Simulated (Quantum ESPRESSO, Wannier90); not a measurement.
# Tight-binding from DFT: LiBr (rock salt)

Cell from Materials Project (mp-23259), symmetrised, no further relaxation. COD (Crystallography Open Database) has an entry of this formula and space group (matched by these alone). Computed values, not measurements, from PBEsol: Quantum ESPRESSO (norm-conserving PseudoDojo potentials, cutoff 60 Ry, no spin polarisation, no spin-orbit coupling) on a Γ-centred 10×10×10 mesh, then Wannier90. Density: 10×10×10 mesh, cold smearing 0.01 Ry. Spin-orbit coupling, left out, would split the p-like bands by a few tenths of an eV.

On the energy scale of pw.x, whose zero is arbitrary, the valence-band maximum lies at 2.21 eV.

Input w.win:

```
num_bands = 4
num_wann = 4
exclude_bands = 1,6-16
num_iter = 1000
conv_tol = 1.0e-6
conv_window = 4
write_hr = true
write_u_matrices = true
auto_projections = true
begin unit_cell_cart
ang
    0.0000000000    2.7226900000    2.7226900000
    2.7226900000    0.0000000000    2.7226900000
    2.7226900000    2.7226900000    0.0000000000
end unit_cell_cart
begin atoms_frac
Li   0.0000000000  0.0000000000  0.0000000000
Br   0.5000000000  0.5000000000  0.5000000000
end atoms_frac
mp_grid = 10 10 10
begin kpoints
0.0000000000 0.0000000000 0.0000000000
0.0000000000 0.0000000000 0.1000000000
0.0000000000 0.0000000000 0.2000000000
... (997 more lines: the 10x10x10 mesh through Gamma)
end kpoints
```

Input of pw2wannier90.x that gives the overlap and projection files (equivalent; here they were cut from one run over all bands):

```
&inputpp
  outdir = './out'
  prefix = 'pwscf'
  seedname = 'w'
  write_amn = .true.
  write_mmn = .true.
  scdm_proj = .true.
  scdm_entanglement = 'isolated'
/
```

Output w.wout (banner and timings cut):

```
                                    ------
                                    SYSTEM
                                    ------

                              Lattice Vectors (Ang)
                    a_1     0.000000   2.722690   2.722690
                    a_2     2.722690   0.000000   2.722690
                    a_3     2.722690   2.722690   0.000000

                   Unit Cell Volume:      40.36682  (Ang^3)

                        Reciprocal-Space Vectors (Ang^-1)
                    b_1    -1.153856   1.153856   1.153856
                    b_2     1.153856  -1.153856   1.153856
                    b_3     1.153856   1.153856  -1.153856

 *----------------------------------------------------------------------------*
 |   Site       Fractional Coordinate          Cartesian Coordinate (Ang)     |
 +----------------------------------------------------------------------------+
 | li   1   0.00000   0.00000   0.00000   |    0.00000   0.00000   0.00000    |
 | br   1   0.50000   0.50000   0.50000   |    2.72269   2.72269   2.72269    |
 *----------------------------------------------------------------------------*
                                ------------
                                K-POINT GRID
                                ------------

             Grid size = 10 x 10 x 10      Total points = 1000

 *---------------------------------- MAIN ------------------------------------*
 |  Number of Wannier Functions               :                 4             |
 |  Number of Objective Wannier Functions     :                 4             |
 |  Number of input Bloch states              :                 4             |
 |  Output verbosity (1=low, 5=high)          :                 1             |
 |  Timing Level (1=low, 5=high)              :                 1             |
 |  Optimisation (0=memory, 3=speed)          :                 3             |
 |  Length Unit                               :               Ang             |
 |  Post-processing setup (write *.nnkp)      :                 F             |
 |  Using Gamma-only branch of algorithms     :                 F             |
 *----------------------------------------------------------------------------*
 *------------------------------- WANNIERISE ---------------------------------*
 |  Total number of iterations                :              1000             |
 |  Number of CG steps before reset           :                 5             |
 |  Trial step length for line search         :             2.000             |
 |  Convergence tolerence                     :         0.100E-05             |
 |  Convergence window                        :                 4             |
 |  Iterations between writing output         :                 1             |
 |  Iterations between backing up to disk     :               100             |
 |  Write r^2_nm to file                      :                 F             |
 |  Write xyz WF centres to file              :                 F             |
 |  Write on-site energies <0n|H|0n> to file  :                 F             |
 |  Use guiding centre to control phases      :                 F             |
 |  Use phases for initial projections        :                 F             |
 *----------------------------------------------------------------------------*
 *-------------------------------- PLOTTING ----------------------------------*
 |  Plotting Hamiltonian in WF basis          :                 T             |
 *----------------------------------------------------------------------------*

 *---------------------------------- K-MESH ----------------------------------*
 +----------------------------------------------------------------------------+
 |                    Distance to Nearest-Neighbour Shells                    |
 |                    ------------------------------------                    |
 |          Shell             Distance (Ang^-1)          Multiplicity         |
 |          -----             -----------------          ------------         |
 |             1                   0.199854                      8            |
 |             2                   0.230771                      6            |
 |             3                   0.326360                     12            |
 |             4                   0.382691                     24            |
 |             5                   0.399708                      8            |
 |             6                   0.461542                      6            |
 |             7                   0.502954                     24            |
 |             8                   0.516020                     24            |
       ... (lines left out)
 +----------------------------------------------------------------------------+
 | The b-vectors are chosen automatically                                     |
 | The following shells are used:                       1                     |
 +----------------------------------------------------------------------------+
 |                        Shell   # Nearest-Neighbours                        |
 |                        -----   --------------------                        |
 |                          1               8                                 |
 +----------------------------------------------------------------------------+
 | Completeness relation is fully satisfied [Eq. (B1), PRB 56, 12847 (1997)]  |
 +----------------------------------------------------------------------------+
 |                  b_k Vectors (Ang^-1) and Weights (Ang^2)                  |
 |                  ----------------------------------------                  |
 |            No.         b_k(x)      b_k(y)      b_k(z)        w_b           |
 |            ---        --------------------------------     --------        |
 |             1         0.115386    0.115386   -0.115386     9.388726        |
 |             2         0.115386   -0.115386    0.115386     9.388726        |
 |             3        -0.115386    0.115386    0.115386     9.388726        |
 |             4         0.115386    0.115386    0.115386     9.388726        |
 |             5        -0.115386   -0.115386    0.115386     9.388726        |
 |             6        -0.115386    0.115386   -0.115386     9.388726        |
 |             7         0.115386   -0.115386   -0.115386     9.388726        |
 |             8        -0.115386   -0.115386   -0.115386     9.388726        |
 +----------------------------------------------------------------------------+
 |                           b_k Directions (Ang^-1)                          |
 |                           -----------------------                          |
 |            No.           x           y           z                         |
 |            ---        --------------------------------                     |
 |             1         0.115386    0.115386   -0.115386                     |
 |             2         0.115386   -0.115386    0.115386                     |
 |             3        -0.115386    0.115386    0.115386                     |
 |             4         0.115386    0.115386    0.115386                     |
 +----------------------------------------------------------------------------+

 Starting a new Wannier90 calculation ...

 Reading overlaps from w.mmn

 Reading projections from w.amn

 *------------------------------- WANNIERISE ---------------------------------*
 +--------------------------------------------------------------------+<-- CONV
 | Iter  Delta Spread     RMS Gradient      Spread (Ang^2)            |<-- CONV
 +--------------------------------------------------------------------+<-- CONV

 ------------------------------------------------------------------------------
 Initial State
  WF centre and spread    1  (  0.189227,  2.265047, -0.121865 )     1.28795055
  WF centre and spread    2  (  0.093575,  0.141049, -2.243611 )     1.29390142
  WF centre and spread    3  (  0.087849, -2.356037, -0.349471 )     1.28045706
  WF centre and spread    4  (  2.352775, -0.049604, -0.008887 )     1.53086455
  Sum of centres and spreads (  2.723426,  0.000455, -2.723834 )     5.39317359

      0     0.539E+01     0.0000000000        5.3931735883  <-- CONV
        O_D=      0.0265255 O_OD=      1.0466639 O_TOT=      5.3931736 <-- SPRD
 ------------------------------------------------------------------------------
      1    -0.657E-01     0.0769186543        5.3274579661  <-- CONV
        O_D=      0.0071950 O_OD=      1.0002788 O_TOT=      5.3274580 <-- SPRD
      2    -0.173E-01     0.0593207859        5.3101683363  <-- CONV
        O_D=      0.0016895 O_OD=      0.9884947 O_TOT=      5.3101683 <-- SPRD
      3    -0.416E-02     0.0360095880        5.3060126634  <-- CONV
        O_D=      0.0003307 O_OD=      0.9856978 O_TOT=      5.3060127 <-- SPRD
      4    -0.969E-03     0.0229260639        5.3050437123  <-- CONV
        O_D=      0.0001234 O_OD=      0.9849361 O_TOT=      5.3050437 <-- SPRD
      5    -0.690E-03     0.0150908802        5.3043541700  <-- CONV
        O_D=      0.0001174 O_OD=      0.9842527 O_TOT=      5.3043542 <-- SPRD
       ... (lines left out)
    100    -0.253E-05     0.0009704501        5.2802760867  <-- CONV
        O_D=      0.0000057 O_OD=      0.9602862 O_TOT=      5.2802761 <-- SPRD
       ... (lines left out)
    114    -0.573E-06     0.0004330650        5.2802484564  <-- CONV
        O_D=      0.0000055 O_OD=      0.9602588 O_TOT=      5.2802485 <-- SPRD
    115    -0.511E-06     0.0005425464        5.2802479451  <-- CONV
        O_D=      0.0000054 O_OD=      0.9602584 O_TOT=      5.2802479 <-- SPRD
    116    -0.651E-06     0.0004086015        5.2802472943  <-- CONV
        O_D=      0.0000055 O_OD=      0.9602577 O_TOT=      5.2802473 <-- SPRD
             <<<     Delta < 1.000E-06  over  4 iterations     >>>
             <<< Wannierisation convergence criteria satisfied >>>
 Final State
  WF centre and spread    1  (  0.224447,  2.303377, -0.114415 )     1.31904007
  WF centre and spread    2  (  0.134314,  0.140842, -2.273720 )     1.31830408
  WF centre and spread    3  (  0.125434, -2.377837, -0.323206 )     1.31987474
  WF centre and spread    4  (  2.240429, -0.065780, -0.012458 )     1.32302840
  Sum of centres and spreads (  2.724624,  0.000602, -2.723799 )     5.28024729

         Spreads (Ang^2)       Omega I      =     4.319984131
        ================       Omega D      =     0.000005504
                               Omega OD     =     0.960257660
    Final Spread (Ang^2)       Omega Total  =     5.280247294
```
